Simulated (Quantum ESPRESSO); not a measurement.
Band energies of NaLiZnS₂

```
NaLiZnS2
1.0
    3.98206     0.00000     0.00000
   -1.99103     3.44857     0.00000
    0.00000     0.00000     6.82385
Li Na S Zn
1 1 2 1
Direct
  0.33333   0.66667   0.35665
  0.00000   0.00000   0.02616
  0.33333   0.66667   0.73381
  0.66667   0.33333   0.27174
  0.66667   0.33333   0.61163
```

PBEsol (Quantum ESPRESSO, PseudoDojo norm-conserving, 88 Ry, no spin-orbit coupling); path ΓMKΓALHA,LM,KH; energies in eV from the valence-band maximum.

```
k (1/Å)  point  band 18  band 19  band 20  band 21  band 22  band 23  band 24  band 25
-------  -----  -------  -------  -------  -------  -------  -------  -------  -------
0.00         Γ    -0.85    -0.85    -0.27     0.00     0.00     1.70     4.70     6.21
0.23              -1.57    -1.04    -0.52    -0.29    -0.08     2.47     5.01     5.80
0.46              -2.64    -1.43    -1.31    -0.53    -0.28     3.29     4.98     5.90
0.91         M    -2.46    -2.12    -1.90    -1.29    -0.54     3.25     4.62     5.98
1.17              -2.81    -2.13    -1.87    -1.37    -0.95     4.26     4.69     6.12
1.44         K    -3.34    -1.80    -1.73    -1.58    -1.46     4.52     5.18     6.72
1.61              -3.11    -2.14    -1.69    -1.41    -1.18     4.68     4.95     6.34
1.79              -2.63    -2.54    -1.56    -1.05    -0.82     4.49     5.12     5.79
2.14              -2.13    -1.41    -0.82    -0.40    -0.24     3.10     5.26     5.59
2.31              -1.31    -0.98    -0.36    -0.25    -0.06     2.22     4.91     5.90
2.49         Γ    -0.85    -0.85    -0.27     0.00     0.00     1.70     4.70     6.21
2.72              -0.92    -0.82    -0.82    -0.04    -0.04     2.16     4.93     6.16
2.95         A    -1.55    -0.79    -0.79    -0.08    -0.08     2.48     5.32     6.13
3.31              -2.19    -1.30    -1.20    -0.73    -0.29     3.59     4.75     5.63
3.50              -2.46    -1.59    -1.52    -0.90    -0.46     3.50     4.40     5.67
3.86         L    -2.63    -1.84    -1.66    -1.00    -0.65     3.21     3.84     5.33
4.04              -2.65    -2.13    -1.61    -1.06    -0.75     3.69     3.97     5.46
4.39         H    -3.20    -2.18    -1.82    -1.20    -0.89     4.27     5.13     5.55
4.52              -3.08    -2.23    -1.71    -1.25    -0.84     4.24     5.01     5.60
4.78              -2.50    -2.17    -1.48    -1.12    -0.68     4.23     4.79     5.17
4.91              -2.38    -1.88    -1.36    -0.91    -0.57     4.28     4.57     5.17
5.18              -1.88    -1.18    -1.04    -0.48    -0.22     3.32     5.01     5.60
5.31              -1.61    -0.94    -0.86    -0.21    -0.11     2.75     5.28     5.87
5.44         A    -1.55    -0.79    -0.79    -0.08    -0.08     2.48     5.32     6.13
5.44         L    -2.63    -1.84    -1.66    -1.00    -0.65     3.21     3.84     5.33
5.59              -2.58    -1.86    -1.82    -1.03    -0.62     3.14     4.10     5.55
5.90         M    -2.46    -2.12    -1.90    -1.29    -0.54     3.25     4.62     5.98
5.90         K    -3.34    -1.80    -1.73    -1.58    -1.46     4.52     5.18     6.72
6.36         H    -3.20    -2.18    -1.82    -1.20    -0.89     4.27     5.13     5.55
```

The PBEsol gap is direct, 1.70 eV at Γ.

Geometry of the Materials Project entry, not relaxed at this level.

The structure is a Materials Project entry; no match was found in the copy of COD used, and its stability was not checked.
